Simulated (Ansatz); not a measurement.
TiNb:
```
TiNb
1.0
    1.61195    -2.29598     0.00000
    1.61195     2.29598     0.00000
    0.00000     0.00000     4.57540
Ti Nb
1 1
Cartesian
  1.61195   0.00000   2.28770
  0.00000   0.00000   0.00000
```

Relaxed with PBEsol. Special points in fractions of this cell's reciprocal vectors: Γ (0.000, 0.000, 0.000); Y (-0.500, 0.500, 0.000); C0 (-0.373, 0.627, 0.000); Σ0 (0.373, 0.373, 0.000); Z (0.000, 0.000, 0.500); A0 (0.373, 0.373, 0.500); E0 (-0.373, 0.627, 0.500); T (-0.500, 0.500, 0.500); S (0.000, 0.500, 0.000); R (0.000, 0.500, 0.500).

**Question.** List the band energies nearest the Fermi level at these points for DFT-PBEsol in the program Ansatz with PAW potentials.

**Answer.** In eV from the Fermi level; about four levels below and three above (degenerate sets whole), none deeper than 8.9 eV; points with the same levels are listed once.

```json
[
 {"k": "Γ", "below": "-6.02 -3.32 -1.21", "above": "0.71 0.73 0.82"},
 {"k": "Y", "below": "-3.71 -3.17 -2.70 -1.05", "above": "1.75 3.05 3.59"},
 {"k": "C0", "below": "-2.52 -2.46 -2.03 -1.24", "above": "0.41 2.87 2.93"},
 {"k": "Z", "below": "-4.23 -3.83 -0.77 -0.24", "above": "0.20 0.51 2.43"},
 {"k": "A0", "below": "-1.24 -0.79 -0.69 -0.56", "above": "3.22 3.31 3.77"},
 {"k": "T", "below": "-3.04 -2.18 -1.56 -0.84", "above": "0.91 1.26 1.78"},
 {"k": "S", "below": "-1.71 -1.56 -0.78 -0.43", "above": "0.28 2.56 3.19"},
 {"k": "R", "below": "-3.49 -3.20 -1.35 -0.75", "above": "1.47 2.32 2.92"}
]
```

Space group Cmmm. The workflow started from a Materials Project entry (that database holds measured and hypothetical structures alike); the Crystallography Open Database copy checked does not list it. With Ti and Nb taken as one species the cell has the higher symmetry Im-3m, so it may be an ordered model of a mixed-site phase. Whether it is the stable phase at ambient conditions was not checked. Symmetry was held in the PBEsol relaxation; its stability against distortions is not shown here. The run is not spin-polarised. Spin–orbit coupling is left out wherever it is not named.

Potentials: the later of the program's two PAW sets.
